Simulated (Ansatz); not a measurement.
LiNbO$_{3}$:
```
LiNbO3
1.0
    2.53370     1.46283     4.56250
   -2.53370     1.46283     4.56250
    0.00000    -2.92567     4.56250
Li Nb O
2 2 6
Cartesian
  0.00000   0.00000   9.83912
  0.00000   0.00000   2.99537
  0.00000   0.00000   0.03401
  0.00000   0.00000   6.87775
 -0.65924   1.40886   8.26531
  1.54973  -0.13351   8.26531
 -0.89049  -1.27535   8.26531
 -1.64322   0.18748   5.98406
  0.65924  -1.51681   5.98406
  0.98397   1.32933   5.98406
```

Relaxed with LDA. Special points in fractions of this cell's reciprocal vectors: Γ (0.000, 0.000, 0.000); T (0.500, 0.500, 0.500); H2 (0.765, 0.235, 0.500); H0 (0.500, -0.235, 0.235); L (0.500, 0.000, 0.000); S0 (0.368, -0.368, 0.000); S2 (0.632, 0.000, 0.368); F (0.500, 0.000, 0.500).

### Question
List the band energies nearest the valence-band maximum at these points for plane-wave PAW LDA (Ansatz code).

### Answer
In eV from the valence-band maximum; about four levels below and three above (degenerate sets whole), none deeper than 8.9 eV; points with the same levels are listed once.

```json
[
 {"k": "Γ", "below": "-0.62 -0.52 -0.02 -0.02", "above": "3.51 3.51 3.94"},
 {"k": "T", "below": "-0.31 -0.31 -0.31 -0.31", "above": "4.70 4.70 4.92 4.92 4.92 4.92"},
 {"k": "H2", "below": "-0.58 -0.58 -0.27 -0.27", "above": "3.89 3.89 4.76 4.76"},
 {"k": "L", "below": "-0.30 -0.30 -0.20 -0.20", "above": "3.93 3.93 4.77 4.77"},
 {"k": "S0", "below": "-0.71 -0.48 -0.41 -0.11", "above": "3.52 4.06 4.72"},
 {"k": "F", "below": "-0.67 -0.67 -0.43 -0.24", "above": "3.58 4.09 4.61"}
]
```

Space group R3c. The LDA relaxation kept the symmetry of its start. No spin polarisation was allowed. Scalar-relativistic: spin–orbit coupling is off unless named, which matters more the heavier the elements.

Potentials: the later of the program's two PAW sets.
